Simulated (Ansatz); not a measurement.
Ansatz (a quantum-chemistry and plane-wave program) input:

Ansatz 0.2 input:
```yaml
crystal:
  lattice:
    - [0.0, 2.5878224244, 2.5878224244]
    - [2.5878224244, 0.0, 2.5878224244]
    - [2.5878224244, 2.5878224244, 0.0]
  atoms:
    - { symbol: Ir, position: [0.0, 0.0, 0.0] }
    - { symbol: Mo, position: [0.5, 0.5, 0.5] }
kpoints:
  mp_grid: { grid: [10, 10, 10] }
  band_path:
    path:
      - [[0.0, 0.0, 0.0], [0.5, 0.0, 0.5], [0.625, 0.25, 0.625]]  # Γ-X-U
      - [[0.375, 0.375, 0.75], [0.0, 0.0, 0.0], [0.5, 0.5, 0.5], [0.5, 0.25, 0.75], [0.5, 0.0, 0.5]]  # K-Γ-L-W-X
    npoints: 12
basis: { xc_grid: 2 }
hamiltonian:
  xc: pbe
  pseudopotentials: { kind: paw }
magnetization: { noncollinear: true, spin_orbit: true }
scf:
  n_extra_bands: 13
  convergence: { dr2_threshold: 0.0000000001 }
  occupations: { method: gaussian, width: 0.05 }
output: { eigenvalues: true }
```

Output (shortened):

```
Pseudopotential: Ir, paw_fr, valence charge 17
Pseudopotential: Mo, paw_fr, valence charge 14
Functional definition: PBE
non-collinear run that drives no moment, with spin-orbit …
Crystal: 2 atoms, lattice volume = 34.660 Å³
Basis set: ecut = 420 eV, 645 PW (Γ), exchange–correlation on 50×50×50 points (8 copies of the dense FFT grid, shifted against one another)
Bands: 44, of which v1, the nominal top of the filled ones, is band 31 counted from 1 (30 counted from 0)
Symmetry: 48 space group operations + 48 with time reversal
k-points: 47 of 1000
Projection manifold: j_resolved (fully-relativistic pseudo-atomic orbitals)
SCF iter   1: F=—  HF=-16924.863209 eV  |F-HF|=—  |Δ(HF+E_count)|=         —  Δρ=1.34e-1  dr2=1.12e1  dr2_m=0.00e0 (ungated)  ethr=3.10e-3  |M|=0.00e0 ∫|m|=0.00e0 μB  |m|>n=0.0e0 m-floor=0.0e0 τ_xc=0.0e0  β_m=0.30  ⟨swp⟩=6.8  Hψ=4667  notcnv=0  defer=18
preconditioner: auto → Kerker (q_TF=auto, 2.678 Å⁻¹)
spin=Noncollinear: Kerker preconditioning applied to the charge; magnetization (m_x, m_y, m_z) channels mix plain (no charge-response kernel on spin).
SCF iter   2: F=—  HF=-16923.217427 eV  |F-HF|=—  |Δ(HF+E_count)|=    1.65e0  Δρ=6.30e-2  dr2=1.92e0  dr2_m=0.00e0 (ungated)  ethr=3.10e-3  |M|=0.00e0 ∫|m|=0.00e0 μB  |m|>n=0.0e0 m-floor=0.0e0 τ_xc=0.0e0  β_m=0.40  ⟨swp⟩=2.5  Hψ=1795  notcnv=0  defer=282
SCF iter   3: F=—  HF=-16922.884203 eV  |F-HF|=—  |Δ(HF+E_count)|=   3.33e-1  Δρ=2.69e-2  dr2=2.10e-1  dr2_m=0.00e0 (ungated)  ethr=3.10e-3  |M|=0.00e0 ∫|m|=0.00e0 μB  |m|>n=0.0e0 m-floor=0.0e0 τ_xc=0.0e0  β_m=0.67  ⟨swp⟩=2.1  Hψ=1423  notcnv=0  defer=280
SCF iter   4: F=—  HF=-16922.874391 eV  |F-HF|=—  |Δ(HF+E_count)|=   9.81e-3  Δρ=1.80e-2  dr2=1.97e-1  dr2_m=0.00e0 (ungated)  ethr=6.77e-4  |M|=0.00e0 ∫|m|=0.00e0 μB  |m|>n=0.0e0 m-floor=0.0e0 τ_xc=0.0e0  β_m=0.80  ⟨swp⟩=2.2  Hψ=1551  notcnv=0  defer=274
SCF iter   5: F=—  HF=-16922.851827 eV  |F-HF|=—  |Δ(HF+E_count)|=   2.26e-2  Δρ=6.00e-3  dr2=2.20e-2  dr2_m=0.00e0 (ungated)  ethr=6.35e-4  |M|=0.00e0 ∫|m|=0.00e0 μB  |m|>n=0.0e0 m-floor=0.0e0 τ_xc=0.0e0  β_m=0.82  ⟨swp⟩=2.0  Hψ=1347  notcnv=0  defer=268
SCF iter   6: F=—  HF=-16922.849513 eV  |F-HF|=—  |Δ(HF+E_count)|=   2.31e-3  Δρ=1.83e-3  dr2=2.02e-3  dr2_m=0.00e0 (ungated)  ethr=7.11e-5  |M|=0.00e0 ∫|m|=0.00e0 μB  |m|>n=0.0e0 m-floor=0.0e0 τ_xc=0.0e0  β_m=0.91  ⟨swp⟩=1.1  Hψ=977  notcnv=0  defer=268
SCF iter   7: F=—  HF=-16922.849293 eV  |F-HF|=—  |Δ(HF+E_count)|=   2.20e-4  Δρ=4.56e-4  dr2=1.26e-4  dr2_m=0.00e0 (ungated)  ethr=6.51e-6  |M|=0.00e0 ∫|m|=0.00e0 μB  |m|>n=0.0e0 m-floor=0.0e0 τ_xc=0.0e0  β_m=0.96  ⟨swp⟩=1.2  Hψ=913  notcnv=0  defer=268
SCF iter   8: F=—  HF=-16922.849282 eV  |F-HF|=—  |Δ(HF+E_count)|=   1.15e-5  Δρ=4.48e-5  dr2=1.17e-6  dr2_m=0.00e0 (ungated)  ethr=4.05e-7  |M|=0.00e0 ∫|m|=0.00e0 μB  |m|>n=0.0e0 m-floor=0.0e0 τ_xc=0.0e0  β_m=0.98  ⟨swp⟩=1.6  Hψ=950  notcnv=0  defer=268
SCF iter  11: F=-16922.849281 eV  HF=-16922.849281 eV  |F-HF|=3.64e-12  |Δ(HF+E_count)|=  3.27e-11  Δρ=1.04e-7  dr2=1.75e-12  dr2_m=0.00e0 (ungated)  ethr=1.00e-12  |M|=0.00e0 ∫|m|=0.00e0 μB  |m|>n=0.0e0 m-floor=0.0e0 τ_xc=0.0e0  ⟨swp⟩=8.8  Hψ=3634  notcnv=0
SCF 1 converged in 11 iterations: F = -16922.849281 eV  dr2 = 1.75e-12
NSCF: frozen V_eff on 74 k-points
SCF converged after 11 iterations
Magnetization: |M| = 0.0000 μB,  M = (+0.0000, +0.0000, +0.0000) μB
Absolute magnetization: 0.0000 μB (∫|m|)
  site 0: m = (+0.0000, +0.0000, +0.0000) μB, |m| = 0.0000 μB  (R = 1.07 Å)
  site 1: m = (+0.0000, +0.0000, +0.0000) μB, |m| = 0.0000 μB  (R = 1.07 Å)
Free energy (F): -16922.849281 eV
Harris-Foulkes:  -16922.849281 eV  (|F-HF|=3.64e-12)
Internal energy: -16922.845347 eV  (E = F + TS)
E sigma→0 (E₀):  -16922.847314 eV
Entropy (-TS):   -0.003934 eV (-1.967 meV/atom)
Fermi energy:    19.596082 eV
--- Per-component energies (eV) ---
  E_band       = -266.233827
  E_kinetic    = 1060.258967
  E_local      = -2317.871869  (includes V_loc(G=0)·N_el)
  E_nonlocal   = 209.651585
  E_hartree    = 840.941591
  E_xc         = -449.232707
  E_vxc        = -526.220428  (∫ρ·V_xc dr)
  E_paw        = -12451.689697  (= ΣΔE_a)
  E_vpaw       = -373.935337  (= ΣTr[D̂ρ^β])
  E_aug_tail   = 0.000117  (compensation charges beyond the density's cutoff)
  E_ewald      = -3814.903334
  E_smearing   = -0.003934  (= −TS)
  E_closure    = 0.000000  (closes the sum)
  Σ components = -16922.849281   (vs F -16922.849281, Δ=0.00e0)
  [band-id]    e_kinetic+e_local+e_nonlocal+2·e_hartree+e_vxc+e_vpaw+e_augmentation_tail = -266.233783   (vs E_band -266.233827, Δ=4.36e-5)
--- Band table (eV; the first three rows and the last of 47) ---
  k-point 0: bands = ["-72.5309", "-72.5309", "-42.0000", "-42.0000", "-39.4627", "-39.4627", "-25.9761", "-25.9761", "-25.9761", "-25.9761", "-17.7590", "-17.7590", "-15.2344", "-15.2344", "-15.2344", "-15.2344", "11.3741", "11.3741", "13.9197", "13.9197", …
  k-point 1: bands = ["-72.5308", "-72.5308", "-42.0003", "-42.0003", "-39.4623", "-39.4623", "-25.9769", "-25.9769", "-25.9760", "-25.9760", "-17.7639", "-17.7639", "-15.2455", "-15.2455", "-15.2401", "-15.2401", "11.6065", "11.6065", "14.0411", "14.0411", …
  k-point 2: bands = ["-72.5306", "-72.5306", "-42.0010", "-42.0010", "-39.4612", "-39.4612", "-25.9789", "-25.9789", "-25.9757", "-25.9757", "-17.7767", "-17.7767", "-15.2742", "-15.2742", "-15.2549", "-15.2549", "12.2753", "12.2753", "14.3639", "14.3639", …
  k-point 46: bands = ["-72.5299", "-72.5299", "-41.9943", "-41.9943", "-39.4667", "-39.4667", "-26.0164", "-26.0164", "-25.9904", "-25.9904", "-17.7766", "-17.7766", "-15.3105", "-15.3105", "-15.2934", "-15.2934", "14.2731", "14.2731", "14.8348", "14.8348", …
```

Cost: roughly 25 core-seconds on shared cores.

Space group Fm-3m (rock salt). The start of the workflow was typed in or built on a structure type; neither database checked (COD, Materials Project) lists it. COD files the formula under space group No. 51. Whether it is the stable phase at ambient conditions was not checked. The PBE relaxation kept the symmetry of its start; whether a distortion lowers the energy is not shown. The run is not spin-polarised. The volume moved by 17 % from the start of the relaxation. Its formation energy is positive at this level, so the cell may be metastable or incomplete.

Potentials: the later of the program's two PAW sets.

Ansatz is a plane-wave DFT program.
